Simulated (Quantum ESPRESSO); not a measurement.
## AlNb3Sn2Cu2 (input and log of a self-consistent run)

Computed values, not a measurement. The program is pw.x of Quantum ESPRESSO 7.5 (plane-wave density functional theory). The cell is made up: eight metal atoms on a face-centred cubic lattice, with elements, volume, strain and displacements drawn at random and not relaxed, so it may be unstable or far from any real phase. PseudoDojo standard norm-conserving files set the functional (PBE unless stated); there is no spin polarisation or spin-orbit coupling, the Fermi-Dirac width of 0.25 eV means electrons at about 2900 K, and the masses in the input are unused placeholders. The copper pseudopotential is less sure than most, with forces differing by about three percent and pressure by about two GPa from a second method on plain copper. The tin pseudopotential is less sure than most, with forces differing by about three percent from a second method on plain tin. A spin test at this wide smearing found no moment, but such smearing suppresses magnetism that the real alloy may have.

Input:

```
&control calculation='scf', pseudo_dir='./dojo.nc.sr.pbe.v0_5.standard.upf', outdir='./o', disk_io='minimal', tprnfor=.true., tstress=.true. /
&system ibrav=0, nat=8, ntyp=4, nbnd=67, ecutwfc=92.02030273, nosym=.true., tot_charge=0,
 occupations='smearing', smearing='fd', degauss=0.0183746611
/
&electrons conv_thr=1.470e-08, electron_maxstep=70, mixing_beta=0.5 /
ATOMIC_SPECIES
Al 1.0 Al.upf
Cu 1.0 Cu.upf
Nb 1.0 Nb.upf
Sn 1.0 Sn.upf
CELL_PARAMETERS angstrom
0.0 -2.1641 -2.1641
-4.3283 2.1641 -2.1641
6.4924 6.4924 -4.3283
ATOMIC_POSITIONS angstrom
Al 0.0405 0.0113 -0.0417
Nb -0.0437 2.2608 -2.1411
Sn -0.1477 4.4199 -4.1204
Cu 4.3344 4.2895 -4.2861
Sn -2.2305 -0.0236 -2.2874
Nb -2.2803 2.1868 -4.3837
Cu 2.0391 2.157 -4.2152
Nb 2.1662 4.3979 -6.4904
K_POINTS automatic
8 5 3 1 1 1
```

The log is shortened where brackets say so; the opening notice, blank lines, dates and the lines on written files are dropped, and the path of the files is cut. It prints rydbergs, bohrs and kilobars, and counts compression as positive stress. Its total energy is the free energy E - TS of the whole cell.

```
     Program PWSCF v.7.5
     Parallel version (MPI & OpenMP), running on       4 processor cores
     Number of MPI processes:                 4
     Threads/MPI process:                     1
     [start-up lines left out]
     bravais-lattice index     =            0
     lattice parameter (alat)  =       5.7835  a.u.
     unit-cell volume          =    1094.3654 (a.u.)^3
     number of atoms/cell      =            8
     number of atomic types    =            4
     number of electrons       =       108.00
     number of Kohn-Sham states=           67
     kinetic-energy cutoff     =      92.0203  Ry
     charge density cutoff     =     368.0812  Ry
     scf convergence threshold =      1.5E-08
     mixing beta               =       0.5000
     number of iterations used =            8  plain     mixing
     Exchange-correlation= PBE
                           (   1   4   3   4   0   0   0)
     [axes and pseudopotential details left out]
   Cartesian axes
     site n.     atom                  positions (alat units)
         1        Al     tau(   1) = (   0.0132331   0.0036922  -0.0136252  )
         2        Nb     tau(   2) = (  -0.0142787   0.7387029  -0.6995917  )
         3        Sn     tau(   3) = (  -0.0482601   1.4441760  -1.3463162  )
         4        Cu     tau(   4) = (   1.4162394   1.4015686  -1.4004576  )
         5        Sn     tau(   5) = (  -0.7288026  -0.0077112  -0.7473943  )
         6        Nb     tau(   6) = (  -0.7450744   0.7145239  -1.4323479  )
         7        Cu     tau(   7) = (   0.6662638   0.7047869  -1.3772915  )
         8        Nb     tau(   8) = (   0.7077929   1.4369876  -2.1206995  )
     number of k points=    60  Fermi-Dirac smearing, width (Ry)=  0.0184
                       cart. coord. in units 2pi/alat
        k(    1) = (  -0.0092076   0.0173086  -0.1056970), wk =   0.0333333
        k(    2) = (  -0.1270550  -0.1005415   0.0121531), wk =   0.0333333
     [further k points left out]
     Dense  grid:   130633 G-vectors     FFT dimensions: (  36,  64, 120)
     Estimated max dynamical RAM per process >     461.78 MB
     Estimated total dynamical RAM >       1.71 GB
     Initial potential from superposition of free atoms
     starting charge     107.9869, renormalised to     108.0000
     Starting wfcs are   72 randomized atomic wfcs
     total cpu time spent up to now is        8.3 secs
     per-process dynamical memory:   373.3 Mb
     Self-consistent Calculation
     iteration #  1     ecut=    92.02 Ry     beta= 0.50
     Davidson diagonalization with overlap
     ethr =  1.00E-02,  avg # of iterations =  3.5
     total cpu time spent up to now is       28.0 secs
     total energy              =   -1447.76099454 Ry
     estimated scf accuracy    <       6.39903064 Ry
     iteration #  2     ecut=    92.02 Ry     beta= 0.50
     Davidson diagonalization with overlap
     ethr =  5.93E-03,  avg # of iterations =  4.3
     total cpu time spent up to now is       49.2 secs
     total energy              =   -1444.98669243 Ry
     estimated scf accuracy    <     128.97965777 Ry
     iteration #  3     ecut=    92.02 Ry     beta= 0.50
     Davidson diagonalization with overlap
     ethr =  5.93E-03,  avg # of iterations =  6.3
     total cpu time spent up to now is       70.6 secs
     total energy              =   -1451.00748925 Ry
     estimated scf accuracy    <      15.24086707 Ry
     iteration #  4     ecut=    92.02 Ry     beta= 0.50
     Davidson diagonalization with overlap
     ethr =  5.93E-03,  avg # of iterations =  2.3
     total cpu time spent up to now is       85.7 secs
     total energy              =   -1451.81725547 Ry
     estimated scf accuracy    <       5.40904262 Ry
     iteration #  5     ecut=    92.02 Ry     beta= 0.50
     Davidson diagonalization with overlap
     ethr =  5.01E-03,  avg # of iterations =  1.6
     total cpu time spent up to now is       99.9 secs
     total energy              =   -1451.87665409 Ry
     estimated scf accuracy    <       1.08927383 Ry
     [iterations 6 to 12 left out]
     iteration # 13     ecut=    92.02 Ry     beta= 0.50
     Davidson diagonalization with overlap
     ethr =  5.64E-08,  avg # of iterations =  2.1
     total cpu time spent up to now is      226.3 secs
     total energy              =   -1451.91693654 Ry
     estimated scf accuracy    <       0.00001076 Ry
     iteration # 14     ecut=    92.02 Ry     beta= 0.50
     Davidson diagonalization with overlap
     ethr =  9.96E-09,  avg # of iterations =  2.2
     total cpu time spent up to now is      241.7 secs
     total energy              =   -1451.91693800 Ry
     estimated scf accuracy    <       0.00000216 Ry
     iteration # 15     ecut=    92.02 Ry     beta= 0.50
     Davidson diagonalization with overlap
     ethr =  2.00E-09,  avg # of iterations =  2.4
     total cpu time spent up to now is      256.9 secs
     total energy              =   -1451.91693828 Ry
     estimated scf accuracy    <       0.00000029 Ry
     iteration # 16     ecut=    92.02 Ry     beta= 0.50
     Davidson diagonalization with overlap
     ethr =  2.67E-10,  avg # of iterations =  2.9
     total cpu time spent up to now is      271.8 secs
     total energy              =   -1451.91693832 Ry
     estimated scf accuracy    <       0.00000005 Ry
     iteration # 17     ecut=    92.02 Ry     beta= 0.50
     Davidson diagonalization with overlap
     ethr =  4.36E-11,  avg # of iterations =  2.6
     total cpu time spent up to now is      287.1 secs
     End of self-consistent calculation
     [lines on levels left out]
!    total energy              =   -1451.91693832 Ry
     estimated scf accuracy    <       0.00000001 Ry
     smearing contrib. (-TS)   =      -0.09593213 Ry
     internal energy E=F+TS    =   -1451.82100619 Ry
     The total energy is F=E-TS. E is the sum of the following terms:
     one-electron contribution =    -842.06497086 Ry
     hartree contribution      =     475.43599789 Ry
     xc contribution           =    -261.48616711 Ry
     ewald contribution        =    -823.70586611 Ry
     convergence has been achieved in  17 iterations
     Forces acting on atoms (cartesian axes, Ry/au):
     atom    1 type  1   force =    -0.00843106   -0.00297776    0.00225027
     atom    2 type  3   force =     0.00612108   -0.02606231    0.01492713
     atom    3 type  4   force =     0.03449575    0.02065465   -0.03666336
     atom    4 type  2   force =     0.00145491    0.00372934   -0.00188406
     atom    5 type  4   force =     0.00214345    0.00085509    0.01407726
     atom    6 type  3   force =    -0.01508273    0.01062212    0.00652476
     atom    7 type  2   force =    -0.00170467    0.00075086   -0.00094940
     atom    8 type  3   force =    -0.01899672   -0.00757200    0.00171741
     Total force =     0.070829     Total SCF correction =     0.000772
     Computing stress (Cartesian axis) and pressure
          total   stress  (Ry/bohr**3)                   (kbar)     P=      -94.27
  -0.00067240  -0.00009300   0.00006455          -98.91      -13.68        9.50
  -0.00009300  -0.00062944   0.00007931          -13.68      -92.59       11.67
   0.00006455   0.00007931  -0.00062059            9.50       11.67      -91.29
     init_run     :      7.04s CPU      7.34s WALL (       1 calls)
     electrons    :    274.44s CPU    278.87s WALL (       1 calls)
     forces       :      2.40s CPU      2.42s WALL (       1 calls)
     stress       :      8.25s CPU      8.48s WALL (       1 calls)
     [timing details left out]
     PWSCF        :   4m53.05s CPU   4m58.13s WALL
     JOB DONE.
```

In other units: free energy -19754.336 eV for the cell, pressure -9.43 GPa, largest force component 0.943 eV/Å in size. The run took 300 s of wall time with four MPI processes on a shared machine (Intel Xeon, 2023 or later, virtual cores), so the time is rough. A rerun of this cell at a higher cutoff and on a denser mesh moved values by no more than 0.002 eV in energy, 0.03 GPa in stress and 0.009 eV/Å in force, and a second program with other atomic files agreed on that cell to 2 % rms in force and 0.5 GPa in pressure.